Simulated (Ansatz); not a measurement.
Data:

AlSiCN:
Space group R3m, hexagonal axes (No. 160); a = b = 3.135 Å, c = 15.313 Å, α = β = 90.00°, γ = 120.00°

```json
[
 {"atom": "Al", "site": "3a", "symmetry": "3m", "x": "0.0000", "y": "0.0000", "z": "0.9947"},
 {"atom": "N", "site": "3a", "symmetry": "3m", "x": "0.0000", "y": "0.0000", "z": "0.1272"},
 {"atom": "Si", "site": "3a", "symmetry": "3m", "x": "0.0000", "y": "0.0000", "z": "0.5070"},
 {"atom": "C", "site": "3a", "symmetry": "3m", "x": "0.0000", "y": "0.0000", "z": "0.6212"}
]
```
(The calculation used a cell of 4 atoms; values per cell refer to that cell.)

This is the PBE-relaxed structure.

Question: All from PBE (plane waves, PAW; program Ansatz), unless another level is named. Estimate the smallest direct gap on the standard path.

Answer: 0.38 eV.

Question: Give the band gap.

Answer: 0.07 eV (indirect).

Question: Predict the valence-band maximum.

Answer: at Γ.

Question: What about the conduction-band minimum?

Answer: at F (3 equivalent valleys).

The start of the workflow was typed in or built on a structure type; neither database checked (COD, Materials Project) lists it. Whether it is the stable phase at ambient conditions was not checked. Symmetry was held in the PBE relaxation; whether a distortion lowers the energy is not shown.

Potentials: the later of the program's two PAW sets.
